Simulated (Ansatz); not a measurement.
Ag$_{2}$S (anti-CdI2 type, space group No. 164) at seven volumes, PBE in the plane-wave PAW code Ansatz, shape and atoms relaxed at each. One row is withheld.

```csv
V (Å³/atom),P (GPa)
17.620,6.68
18.200,3.99
18.781,1.81
19.362,0.00
19.943,-1.47
20.524,?
21.105,-3.55
```

Task: Fit the shown pressures and predict the withheld one.

Result: P = (3/2)B₀(x^(7/2) − x^(5/2))[1 + (3/4)(B′ − 4)(x − 1)] with x = (V₀/V)^(2/3). Least squares on the six rows gives V₀ = 19.363 Å³/atom, B₀ = 53.5 GPa, B′ = 5.98. At V = 20.524, x = 0.9619 and P = -2.62 GPa. The run itself gave -2.68 GPa.

Space group P-3m1 (anti-CdI2 type). The cell is a constructed one: a structure type filled with these elements; neither database checked (COD, Materials Project) lists it. COD files the formula under space group No. 4, 14, so this cell is another polymorph or a model. Whether it is the stable phase at ambient conditions was not checked. The cell was relaxed with PBE under the symmetry of its start; its stability against distortions is not shown here. No spin polarisation was allowed.

Potentials: the later of the program's two PAW sets.
